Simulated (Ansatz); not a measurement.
Space group P6_3/mcm (No. 193). a = 5.129 Å, b = 5.129 Å, c = 4.854 Å, α = 90.00°, β = 90.00°, γ = 120.00°
```json
{"atom": "Ti", "site": "6g", "symmetry": "m2m", "x": "0.0000", "y": "0.6717", "z": "0.7500"}
{"atom": "O", "site": "2b", "symmetry": "-3.m", "x": "0.0000", "y": "0.0000", "z": "0.5000"}
```

Equation of state of this Ti₃O structure (not necessarily the ground state), with shape and atoms relaxed at each volume where symmetry leaves them free. It has no gap at any of these volumes. Theory: DFT r2SCAN, scalar-relativistic, plane waves, PAW (Ansatz 0.2.0).

Cutoff 500 eV; k points 12×12×8 on the computed 8-atom cell (Γ-centred); Gaussian smearing, width 0.10 eV; no spin polarisation.

```json
{"V (Å³/atom)": "12.163", "E − E(largest V) (meV/atom)": "60.22", "P (GPa)": "24.92"}
{"V (Å³/atom)": "12.577", "E − E(largest V) (meV/atom)": "5.93", "P (GPa)": "17.24"}
{"V (Å³/atom)": "12.992", "E − E(largest V) (meV/atom)": "-29.87", "P (GPa)": "10.61"}
{"V (Å³/atom)": "13.406", "E − E(largest V) (meV/atom)": "-49.76", "P (GPa)": "4.91"}
{"V (Å³/atom)": "13.821", "E − E(largest V) (meV/atom)": "-55.92", "P (GPa)": "-0.02"}
{"V (Å³/atom)": "14.236", "E − E(largest V) (meV/atom)": "-50.26", "P (GPa)": "-4.24"}
{"V (Å³/atom)": "14.650", "E − E(largest V) (meV/atom)": "-34.44", "P (GPa)": "-7.88"}
{"V (Å³/atom)": "15.203", "E − E(largest V) (meV/atom)": "0.00", "P (GPa)": "-11.92"}
```

Fit a third-order Birch–Murnaghan equation to E(V).

V0 = 13.82 Å³/atom, B0 = 152 GPa, B0' = 4.0.

Spin polarisation was left out, and a magnetic state may lie lower.